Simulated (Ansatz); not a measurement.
Levels of theory for PdOS (Janus 1T monolayer)

All numbers come from Ansatz 0.2.0. Non-magnetic throughout. Whether this structure exists isn't addressed.

PdOS as a Janus 1T monolayer, relaxed with r2SCAN. The sheet's in-plane cell has a = 3.290 Å, b = 3.290 Å (γ = 120.0°), and its outermost atoms lie 2.22 Å apart along the normal. Pd has 3 O at 2.13 Å and 3 S at 2.28 Å; O has 3 Pd at 2.13 Å; S has 3 Pd at 2.28 Å.

```
Pd O S
1.0
     3.28952    0.00000    0.00000
    -1.64476    2.84881    0.00000
     0.00000    0.00000   29.16413
Pd O S
1 1 1
Direct
  0.00000 0.00000 0.31204
  0.33333 0.66667 0.34501
  0.66667 0.33333 0.26874
```
The sheet repeats along a and b alone.

Relaxed lattice by functional, symmetry kept:
```json
{"functional": "PBE", "k mesh": "12×12×1", "a (Å)": "3.330", "thickness (Å)": "2.21"}
{"functional": "r2SCAN", "k mesh": "12×12×1", "a (Å)": "3.290", "thickness (Å)": "2.22"}
{"functional": "PBEsol", "k mesh": "12×12×1", "a (Å)": "3.284", "thickness (Å)": "2.20"}
{"functional": "LDA", "k mesh": "12×12×1", "a (Å)": "3.256", "thickness (Å)": "2.17"}
{"functional": "HSE06", "k mesh": "6×6×1", "a (Å)": "3.265", "thickness (Å)": "2.20"}
```

On this one geometry the levels give:
```tsv
level	k mesh	gap (eV)	kind	edges	least direct gap (eV)	rough cost
LDA	12×12×1	0.77	indirect	K–Γ (0.62) → K	1.29	17 core-seconds
PBE	12×12×1	0.83	indirect	K–Γ (0.60) → K	1.35	22 core-seconds
PBE+SOC	12×12×1	0.79	indirect	K–Γ (0.62) → K	1.31	110 core-seconds
r2SCAN	12×12×1	0.99	indirect	K–Γ (0.62) → K	1.56	40 core-seconds
r2SCANh	6×6×1	1.65	indirect	K–Γ (0.62) → K	2.34	7 core-minutes
HSE06	6×6×1	1.83	indirect	K–Γ (0.62) → K	2.65	8 core-minutes
HSE06+SOC	6×6×1	1.80	indirect	K–Γ (0.62) → K	2.60	28 core-minutes
PBE0	6×6×1	2.56	indirect	K–Γ (0.62) → K	3.35	8 core-minutes
Hartree-Fock	6×6×1	8.23	indirect	Γ → K	9.63	7 core-minutes
```
PBE, PBE+SOC: smearing of 0.02 eV; the others have fixed occupations.
Wave cutoffs: 420 eV, 500 eV (r2SCAN, r2SCANh).
Points off the special ones are mesh points or PBE's searched band edges, reused at the other levels.
Costs come from shared machines and give only the order; PBE's includes the band path. The runs had 4 threads of Arm Neoverse V2, with other jobs on the host.

With HSE06 the valence top lies at K–Γ (0.62 of the way from K) and the conduction bottom at K, 1.83 eV higher; the smallest vertical gap, at K–Γ (0.62 of the way from K), is 2.65 eV. Spin-orbit coupling changes the PBE gap by -0.04 eV, to 0.79 eV. Spin-orbit coupling changes the HSE06 gap by -0.03 eV, to 1.80 eV.

r2SCAN covers 16 % of the step from PBE to HSE06, while HSE06 needs about 11 times r2SCAN's rough cost (on a coarser mesh). Spin-orbit coupling moves the least or the direct gap by up to 0.05 eV, so it can be left out where a tenth of an eV counts. All these functionals give a gap of the same kind, indirect.

Only the levels marked +SOC include spin-orbit coupling.

The meshes of the hybrids are coarse, so their gaps aren't converged to the digits shown.

For some runs the program warns that the potential is rough where the density is thin, which bears on empty states near the vacuum.
